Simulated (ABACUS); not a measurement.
A self-consistent single point of WSe2 (P6_3/mmc, 6 atoms in the cell; from Materials Project mp-1821, changed as shown).

```
WSe2
1.0
    3.31993     0.00000     0.00000
   -1.65996     2.87514     0.00000
    0.00000     0.00000    13.87456
W Se
2 4
Direct
  0.66667   0.33333   0.75000
  0.33333   0.66667   0.25000
  0.33333   0.66667   0.87100
  0.66667   0.33333   0.12900
  0.66667   0.33333   0.37100
  0.33333   0.66667   0.62900
```

Computed with ABACUS with PBE, numerical atomic orbitals DZP (confined pseudo-atomic orbitals with Gaussian additions; energy shift 0.01 Ry), PseudoDojo 0.5 standard norm-conserving PBE (tails mended) pseudopotentials.

ABACUS settings:

* **basis**: DZP numerical atomic orbitals, energy shift 0.01 Ry
* **KPT**: Gamma 6 6 2 0 0 0
* **basis_type**: lcao
* **dft_functional**: PBE
* **ecutwfc**: 100 Ry
* **smearing_method**: gaussian
* **smearing_sigma**: 0.000734986 Ry
* **potentials**: PseudoDojo 0.5 standard norm-conserving PBE (tails mended)
* **symmetry**: 1
* **symmetry_prec**: 1e-05
* **ks_solver**: genelpa
* **scf_nmax**: 100
* **scf_thr**: 1.0e-07
* **mixing_type**: pulay
* **mixing_beta**: 0.4

Results:

```
Property                                                   Value
------------------------------------------------  --------------
Number of valence electrons                                   92
Number of bands                                               56
Number of k-points after the program's reduction              14
Size of the basis                                            152
Number of SCF iterations                                      11
Free energy E − TS                                -17325.7971 eV
Top of the valence band (on the code's own zero)        11.78 eV
Gap on the k-point mesh                                  1.35 eV
Pressure                                                0.98 GPa
Largest force (vector length)                         0.281 eV/Å
```

Forces (eV/Å):
```
atom     Fx     Fy      Fz
----  -----  -----  ------
W1    0.000  0.000   0.000
W2    0.000  0.000   0.000
Se3   0.000  0.000   0.281
Se4   0.000  0.000  -0.281
Se5   0.000  0.000   0.281
Se6   0.000  0.000  -0.281
```

Stress (GPa, positive for compression):
```
0.68  0.00  0.00
0.00  0.68  0.00
0.00  0.00  1.58
```

The gap is read on the k-point mesh of the run and can differ from the gap over the whole zone at this level.

For comparison: a first run was changed to give this one (lattice vector c scaled by 1.01), and from it to this one the free energy goes down by 3.9 meV/atom, the pressure goes from 2.49 to 0.98 GPa, the largest force goes from 0.578 to 0.281 eV/Å and the gap on the mesh goes from 1.276 to 1.351 eV.

Spin-orbit coupling is left out, which matters for bands and gaps with elements this heavy. The atom-centred basis is finite, which shifts total energies, pressures, gaps and forces against plane waves. The structure comes from a collection of computed structures, made at another level of theory; the collection holds predicted forms beside known ones.

Cost on one core: very roughly 40 core-seconds.

The atomic orbitals were generated for these runs; they are not ABACUS's published sets and were checked against plane waves on a few crystals only.

“Tails mended”: in these copies of the files the far tail of each local potential was reset to the Coulomb form.
